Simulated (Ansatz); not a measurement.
FeB$_{2}$:
Space group P6/mmm (No. 191); a = b = 3.031 Å, c = 2.728 Å, α = β = 90.00°, γ = 120.00°

| atom | site | symmetry | x | y | z |
|---|---|---|---|---|---|
| B | 2d | -6m2 | 0.3333 | 0.6667 | 0.5000 |
| Fe | 1a | 6/mmm | 0.0000 | 0.0000 | 0.0000 |
The run is spin-polarised.

Relaxed at zero pressure with PBE in the plane-wave PAW code Ansatz.

### Question
The volume is lowered by 3 % and shape and atoms relax at that volume. What pressure results, and how do the axes share the change?

### Answer
8.9 GPa; a -0.6 %, b -0.6 %, c -1.8 %; the energy rises by 6 meV/atom.

### Question
Give the new structure.

### Answer

Space group P6/mmm (No. 191); a = b = 3.0124 Å, c = 2.6792 Å, α = β = 90.00°, γ = 120.00°

```json
[
 {"atom": "B", "site": "2d", "symmetry": "-6m2", "x": "0.3333", "y": "0.6667", "z": "0.5000"},
 {"atom": "Fe", "site": "1a", "symmetry": "6/mmm", "x": "0.0000", "y": "0.0000", "z": "0.0000"}
]
```

The phase is kept; no other phase was compared at this pressure.

The workflow started from an entry of the Crystallography Open Database (COD). Whether it is the stable phase at ambient conditions was not checked. Symmetry was held in the PBE relaxation; its stability against distortions is not shown here. Magnetic state: ferromagnetic, chosen from 4 collinear starts compared on coarse meshes (ties went to the first, and starts can fall back to one state), not a proven ground state.

Potentials: the later of the program's two PAW sets.
